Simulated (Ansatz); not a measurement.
Data:

Starting cell, Ge (diamond):

```
CELL_PARAMETERS angstrom
      0.00000     5.67269     5.67269
      2.83635     0.00000     2.83635
      2.83635     2.83635     0.00000
ATOMIC_POSITIONS crystal
  Ge 0.25000 0.50000 0.50000
  Ge 0.75000 0.50000 0.50000
  Ge 0.37500 0.75000 0.75000
  Ge 0.87500 0.75000 0.75000
```

The atoms are displaced by Q × the pattern below (from a DFPT mode at L = (0.5, 0.0, 0.0), largest move 1; Q in Å), at fixed cell. (q is in reciprocal vectors of the primitive cell; the cell shown is doubled to hold the pattern.)

```tsv
atom	x	y	z
Ge1	-0.577	0.577	0.577
Ge2	0.577	-0.577	-0.577
Ge3	0.577	-0.577	-0.577
Ge4	-0.577	0.577	0.577
```

Calculation: r2SCAN (plane waves to 500 eV, PAW, scalar-relativistic; Ansatz, a program for electronic structure). k mesh 5×10×10 (Γ-centred), Fermi-Dirac smearing 0.05 eV. The energy includes the smearing's −TS. As the smearing reaches across the gap at some points, energies and forces of such displacements shift with the k mesh and the smearing. Ge was relaxed with its symmetry unable to fall. The PAW data are Ansatz's earlier set. ΔE is measured from the undisplaced structure.

The scan covers Q from -0.280 to 0.280 Å in 13 points.

Which space group does the distorted structure have?

R-3m (No. 166), lowered from Fd-3m.

Is this a single well or a double well?

A single well with its minimum at or next to zero displacement.

What is the energy change at Q = 0.280 Å?

1651 meV/cell.

What harmonic wavenumber does the curvature at Q = 0 give?

223 cm⁻¹.

(A displaced cell: forces are minus the slopes of the energy, force constants its curvatures, and phonons follow from these.)
